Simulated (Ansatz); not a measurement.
An Ansatz (a program for electronic structure) input:

Ansatz 0.2 input:
```yaml
crystal:
  lattice:
    - [3.9687114951, 0.0, 0.0]
    - [0.0, 3.9687114951, 0.0]
    - [0.0, 0.0, 3.9687114951]
  atoms:
    - { symbol: Ag, position: [0.0, 0.0, 0.0] }
    - { symbol: Pt, position: [0.0, 0.5, 0.5] }
    - { symbol: Pt, position: [0.5, 0.0, 0.5] }
    - { symbol: Pt, position: [0.5, 0.5, 0.0] }
kpoints:
  mp_grid: { grid: [8, 8, 8] }
  band_path:
    path:
      - [[0.0, 0.0, 0.0], [0.0, 0.5, 0.0], [0.5, 0.5, 0.0], [0.0, 0.0, 0.0], [0.5, 0.5, 0.5], [0.0, 0.5, 0.0]]  # Γ-X-M-Γ-R-X
      - [[0.5, 0.5, 0.5], [0.5, 0.5, 0.0]]  # R-M
    npoints: 12
hamiltonian:
  xc: r2scan
  pseudopotentials: { kind: paw }
magnetization: { noncollinear: true, spin_orbit: true }
scf:
  n_extra_bands: 13
  convergence: { dr2_threshold: 0.0000000001 }
  occupations: { method: gaussian, width: 0.05 }
output: { eigenvalues: true }
```

Task: How many symmetry operations and irreducible k-points will the run report?

Result: 48 operations, 35 of 512 k-points.

Task: With a cutoff of 500 eV, how many plane waves at Γ?

Result: 1575.

It took around 4 core-minutes (rough) on shared server cores.

Space group Pm-3m (Cu3Au type). The workflow started from an entry of the Crystallography Open Database (COD). Whether it is the stable phase at ambient conditions was not checked. The r²SCAN relaxation kept the symmetry of its start; of distortions, only those at the zone centre were tested. No spin polarisation was allowed.

Potentials: the later of the program's two PAW sets.

Ansatz is a plane-wave DFT program.
